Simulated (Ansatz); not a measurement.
# Sc₂Ta: rattling a relaxed structure

The cell was found from a structure generator's guess, not taken from experiment.

The calculation used DFT PBE, scalar-relativistic, plane waves, PAW in Ansatz 0.2.0. Cutoff 420 eV; k points 10×10×16 on the computed 3-atom cell (Γ-centred); Gaussian smearing, width 0.10 eV; no spin polarisation.

The cell below (3 atoms, space group P4/mmm (No. 123)) is relaxed within its symmetry.

```
CELL_PARAMETERS angstrom
5.08181 0.00000 0.00000
0.00000 5.08181 0.00000
0.00000 0.00000 2.99119
ATOMIC_POSITIONS crystal
Sc 0.00000 0.50000 0.50000
Sc 0.50000 0.00000 0.50000
Ta 0.00000 0.00000 0.00000
```

For the test a repeat of it with 6 atoms (edges 5.08, 5.08, 5.98 Å) was strained at random (σ = 1.5 % a component), the atoms were moved at random (σ = 0.15 Å), and all was relaxed again on a coarse 4×4×4 mesh (in the run’s order of axes) with 0.20 eV smearing, with no symmetry imposed.

These runs have no spin–orbit coupling, which can matter for Ta.

Task: Is the structure stable against such a distortion?

Result: It returns, within 1 meV/atom of the unmoved cell on that mesh and with the same symmetry when read at 0.1 Å (C2 at 0.01 Å, so small strains and shifts remain). No instability shows in this cell; modes of other wave vectors, which need another repeat, aren't tested. Another cell of Sc2Ta relaxed alike, in P6/mmm, lies 0.39 eV/atom lower, so this cell isn't the stable form at this level.
